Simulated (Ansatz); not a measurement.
Input file for Ansatz (a quantum-chemistry and plane-wave program):

Ansatz 0.2 input:
```yaml
crystal:
  lattice:
    - [6.2723466404, 0.0, 0.0]
    - [0.0, 3.532887314, 0.0]
    - [-0.042824634, 0.0, 7.1332966617]
  atoms:
    - { symbol: V, position: [0.7422966536, 0.25, 0.7213017256] }
    - { symbol: V, position: [0.2577033464, 0.75, 0.2786982744] }
    - { symbol: V, position: [0.1956628638, 0.25, 0.9005882848] }
    - { symbol: V, position: [0.8043371362, 0.75, 0.0994117152] }
    - { symbol: O, position: [0.7389105404, 0.75, 0.8067502134] }
    - { symbol: O, position: [0.2610894596, 0.25, 0.1932497866] }
    - { symbol: O, position: [0.0367653902, 0.25, 0.7023758964] }
    - { symbol: O, position: [0.9632346098, 0.75, 0.2976241036] }
    - { symbol: O, position: [0.4390745884, 0.25, 0.8244146659] }
    - { symbol: O, position: [0.5609254116, 0.75, 0.1755853341] }
    - { symbol: O, position: [0.1465893598, 0.75, 0.9674580719] }
    - { symbol: O, position: [0.8534106402, 0.25, 0.0325419281] }
    - { symbol: O, position: [0.6784893562, 0.25, 0.5097121572] }
    - { symbol: O, position: [0.3215106438, 0.75, 0.4902878428] }
kpoints:
  mp_grid: { grid: [5, 8, 4] }
hamiltonian:
  xc: r2scan
  dispersion: d4
  pseudopotentials: { kind: paw }
scf:
  occupations: { method: fixed }
checkpoint: { read: static.run }
output: { write_density: true, elf: true, volumetric_format: npy }
```

Output (shortened):

```
Pseudopotential: V, paw, valence charge 13
Pseudopotential: O, paw, valence charge 6
Functional definition: r2SCAN
Crystal: 14 atoms, lattice volume = 158.070 Å³
Basis set: ecut = 500 eV, 4031 PW (Γ), exchange–correlation on 192×108×216 points (64 copies of the dense FFT grid, shifted against one another)
Bands: 70, of which v1, the nominal top of the filled ones, is band 56 counted from 1 (55 counted from 0)
Symmetry: 4 space group operations
Space group: P21/m (ITA 11), of the structure as read, at distance tolerance 5.4e-5 Å
k-points: 55 of 160
Stability of the state it starts from, as read at its close in the unpolarized treatment …
iter 1 solved again at ethr=5.07e-8 eV; its pass at ethr=3.10e-3 eV (dr2=5.68e-5 eV) is discarded
SCF iter   1: F=—  HF=-17363.398689 eV  |F-HF|=—  |Δ(HF+E_count)|=         —  Δρ=5.38e-7  dr2=3.17e-10  dr2_τ=5.28e-11  ethr=5.07e-8  ⟨swp⟩=3.9  Hψ=21287  notcnv=0  defer=660
preconditioner: auto → Resta (q_TF=auto, 2.576 Å⁻¹)
SCF iter   2: F=-17363.398689 eV  HF=-17363.398689 eV  |F-HF|=2.55e-10  |Δ(HF+E_count)|=   4.38e-8  Δρ=5.04e-7  dr2=3.20e-10  dr2_τ=7.43e-11  ethr=1.00e-12  ⟨swp⟩=10.1  Hψ=15999  notcnv=0
SCF 1 converged in 2 iterations: F = -17363.398689 eV  dr2 = 3.20e-10
SCF converged after 2 iterations
Free energy (F): -17363.398689 eV
Harris-Foulkes:  -17363.398689 eV  (|F-HF|=2.55e-10)
Internal energy: -17363.398689 eV  (E = F + TS)
E sigma→0 (E₀):  -17363.398689 eV
Fermi energy:    5.460470 eV
--- Per-component energies (eV) ---
  E_band       = -1371.498740
  E_kinetic    = 3100.625605
  E_local      = -10382.392426  (includes V_loc(G=0)·N_el)
  E_nonlocal   = 265.584622
  E_hartree    = 4239.196274
  E_xc         = -1238.150650
  E_vxc        = -1792.915477  (∫ρ·V_xc dr)
  E_paw        = -6067.432627  (= ΣΔE_a)
  E_vpaw       = -1159.735325  (= ΣTr[D̂ρ^β])
  E_aug_tail   = 0.010676  (compensation charges beyond the density's cutoff)
  E_vtau       = 118.931134  (kinetic-family band-sum trace: ∫τ·v_τ [+ j·A + Jᵃ·Aᵃ] dr)
  E_ewald      = -7278.447649
  E_disp       = -1.009982  (pairwise vdW)
  E_core_change = -1.382533  (= ΣΔE_core)
  E_smearing   =  0.000000  (= −TS)
  E_closure    = 0.000000  (closes the sum)
  Σ components = -17363.398689   (vs F -17363.398689, Δ=0.00e0)
  [band-id]    e_kinetic+e_local+e_nonlocal+2·e_hartree+e_vxc+e_vpaw+e_augmentation_tail+e_vtau = -1371.498642   (vs E_band -1371.498740, Δ=9.78e-5)
--- Band table (eV; the first three rows and the last of 55) ---
  k-point 0: bands = ["-61.2951", "-61.2911", "-61.0447", "-61.0446", "-34.2140", "-34.1727", "-34.0508", "-34.0200", "-33.9891", "-33.9575", "-33.9168", "-33.9035", "-33.7126", "-33.7101", "-33.6760", "-33.6755", "-13.5908", "-12.7971", "-12.2931", …
  k-point 1: bands = ["-61.2951", "-61.2911", "-61.0448", "-61.0446", "-34.2140", "-34.1727", "-34.0508", "-34.0194", "-33.9892", "-33.9580", "-33.9168", "-33.9035", "-33.7128", "-33.7099", "-33.6760", "-33.6754", "-13.5737", "-12.8153", "-12.3165", …
  k-point 2: bands = ["-61.2951", "-61.2911", "-61.0448", "-61.0446", "-34.2139", "-34.1727", "-34.0507", "-34.0187", "-33.9894", "-33.9586", "-33.9168", "-33.9035", "-33.7129", "-33.7098", "-33.6761", "-33.6754", "-13.5555", "-12.8355", "-12.3287", …
  k-point 54: bands = ["-61.2907", "-61.2907", "-61.0423", "-61.0423", "-34.1886", "-34.1886", "-34.0252", "-34.0252", "-33.9967", "-33.9967", "-33.9632", "-33.9632", "-33.7445", "-33.7445", "-33.7100", "-33.7100", "-12.3552", "-12.3552", "-12.0383", …
```

Cost: about 27 core-seconds (a rough figure) on shared cores.

Space group P2_1/m. The workflow started from a Materials Project entry (that database holds measured and hypothetical structures alike); the Crystallography Open Database copy checked does not list it. COD files the formula under space group No. 31, 59, so this cell is another polymorph or a model. Its standing as an ambient phase is unchecked. Symmetry was held in the r²SCAN+D4 relaxation; its stability against distortions is not shown here. The run is not spin-polarised. No Hubbard U is applied.

Potentials: the later of the program's two PAW sets.

Ansatz is a plane-wave DFT program.
